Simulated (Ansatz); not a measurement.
Ansatz (an electronic-structure program) input:

Ansatz 0.2 input:
```yaml
crystal:
  lattice:
    - [3.4370354158, 0.0, 0.0]
    - [-1.7185177079, 2.9765599838, 0.0]
    - [0.0, 0.0, 7.8049534376]
  atoms:
    - { symbol: Be, position: [0.5, 0.0, 0.0] }
    - { symbol: Be, position: [0.0, 0.5, 0.3333333333] }
    - { symbol: Be, position: [0.5, 0.5, 0.6666666667] }
    - { symbol: S, position: [0.5, 0.0, 0.5] }
    - { symbol: S, position: [0.0, 0.5, 0.8333333333] }
    - { symbol: S, position: [0.5, 0.5, 0.1666666667] }
kpoints:
  mp_grid: { grid: [9, 9, 4] }
hamiltonian:
  xc: r2scan
  dispersion: d4
  pseudopotentials: { kind: paw }
scf:
  occupations: { method: fixed }
checkpoint: { read: static.run }
output: { bader: true, populations: true }
```

Output (shortened):

```
Pseudopotential: Be, paw, valence charge 2
Pseudopotential: S, paw, valence charge 6
Functional definition: r2SCAN
Crystal: 6 atoms, lattice volume = 79.849 Å³
Basis set: ecut = 500 eV, 2033 PW (Γ), exchange–correlation on 108×108×240 points (64 copies of the dense FFT grid, shifted against one another)
Bands: 18, of which v1, the nominal top of the filled ones, is band 12 counted from 1 (11 counted from 0)
Symmetry: 12 space group operations
Space group: P6422 (ITA 181), of the structure as read, at distance tolerance 4.3e-5 Å
k-points: 36 of 324 (time reversal used)
Stability of the state it starts from, as read at its close in the unpolarized treatment …
iter 1 solved again at ethr=7.97e-7 eV; its pass at ethr=3.10e-3 eV (dr2=1.91e-4 eV) is discarded
SCF iter   1: F=—  HF=-3003.362102 eV  |F-HF|=—  |Δ(HF+E_count)|=         —  Δρ=1.49e-6  dr2=2.25e-9  dr2_τ=1.57e-10  ethr=7.97e-7  ⟨swp⟩=3.3  Hψ=4897  notcnv=0  defer=140
preconditioner: auto → none
SCF iter   2: F=—  HF=-3003.362101 eV  |F-HF|=—  |Δ(HF+E_count)|=   1.12e-6  Δρ=1.34e-6  dr2=1.92e-9  dr2_τ=2.57e-10  ethr=9.36e-12  ⟨swp⟩=9.0  Hψ=3636  notcnv=0
SCF iter   3: F=-3003.362101 eV  HF=-3003.362101 eV  |F-HF|=3.07e-10  |Δ(HF+E_count)|=  5.22e-10  Δρ=6.72e-7  dr2=4.54e-10  dr2_τ=3.50e-11  ethr=8.00e-12  ⟨swp⟩=1.0  Hψ=1747  notcnv=0
SCF 1 converged in 3 iterations: F = -3003.362101 eV  dr2 = 4.54e-10
SCF converged after 3 iterations
Free energy (F): -3003.362101 eV
Harris-Foulkes:  -3003.362101 eV  (|F-HF|=3.07e-10)
Internal energy: -3003.362101 eV  (E = F + TS)
E sigma→0 (E₀):  -3003.362101 eV
Fermi energy:    6.585368 eV
--- Per-component energies (eV) ---
  E_band       = 19.424841
  E_kinetic    = 383.131009
  E_local      = -290.020139  (includes V_loc(G=0)·N_el)
  E_nonlocal   = 96.761117
  E_hartree    = 92.385434
  E_xc         = -333.463981
  E_vxc        = -351.984104  (∫ρ·V_xc dr)
  E_paw        = -2011.027596  (= ΣΔE_a)
  E_vpaw       = -18.963030  (= ΣTr[D̂ρ^β])
  E_aug_tail   = 0.000001  (compensation charges beyond the density's cutoff)
  E_vtau       = 15.728821  (kinetic-family band-sum trace: ∫τ·v_τ [+ j·A + Jᵃ·Aᵃ] dr)
  E_ewald      = -940.121247
  E_disp       = -0.641319  (pairwise vdW)
  E_core_change = -0.365381  (= ΣΔE_core)
  E_smearing   =  0.000000  (= −TS)
  E_closure    = 0.000000  (closes the sum)
  Σ components = -3003.362101   (vs F -3003.362101, Δ=0.00e0)
  [band-id]    e_kinetic+e_local+e_nonlocal+2·e_hartree+e_vxc+e_vpaw+e_augmentation_tail+e_vtau = 19.424544   (vs E_band 19.424841, Δ=-2.96e-4)
--- Band table (eV; the first three rows and the last of 36) ---
  k-point 0: bands = ["-8.5592", "-6.9812", "-6.9812", "1.5936", "1.5936", "3.8316", "5.4061", "5.4061", "5.9343", "5.9343", "6.2871", "6.5854", "11.2741", "11.2741", "12.2287", "13.0982", "13.0982", "14.2943"]
  k-point 1: bands = ["-8.4479", "-7.6102", "-6.3919", "0.4170", "3.1270", "3.9446", "4.7873", "5.8808", "5.9688", "6.0266", "6.0357", "6.2456", "10.8731", "11.8877", "12.4338", "12.5026", "14.0455", "14.0671"]
  k-point 2: bands = ["-8.1220", "-8.1220", "-6.1298", "-0.0476", "4.2743", "4.2743", "4.7202", "4.7202", "5.8648", "6.1432", "6.1432", "6.2105", "10.7367", "12.3093", "12.4579", "12.4579", "13.5653", "14.1579"]
  k-point 35: bands = ["-6.4919", "-5.8324", "-5.8324", "0.3210", "1.1089", "1.1089", "2.1059", "2.1059", "3.2100", "3.2100", "3.8890", "5.3664", "11.4944", "12.1616", "13.1254", "13.1254", "13.2500", "13.2500"]
--- Löwdin populations: 6 sites ---
  site symbol       q [e]
     0     Be      0.5996
     1     Be      0.5996
     2     Be      0.5996
     3      S      7.0907
     4      S      7.0907
     5      S      7.0907
  spilling = 0.038713 (of n_electrons = 24.000000)
--- Bader charges: 6 sites ---
  site symbol  charge [e]  shift [e]
     0     Be      1.6762     0.0000
     1     Be      1.6762     0.0000
     2     Be      1.6762     0.0000
     3      S     -1.6762     0.0000
     4      S     -1.6762     0.0000
     5      S     -1.6762     0.0000
  shift: an alarm, by how much a part of what the PAW files miss would move the charge. Where it is large, compare
  with a run on PAW files of another source; a small one proves nothing
  estimated error of the sums over rays = 4.2e-4 e
```

Cost: very roughly 2.2 core-minutes on shared cores.

Space group P6_422. The start of the workflow was typed in or built on a structure type; neither database checked (COD, Materials Project) lists it. COD files the formula under space group No. 216, so this cell is another polymorph or a model. Whether it is the stable phase at ambient conditions was not checked. Symmetry was held in the r²SCAN+D4 relaxation; its stability against distortions is not shown here.

Potentials: the later of the program's two PAW sets.

Ansatz is a plane-wave DFT program.
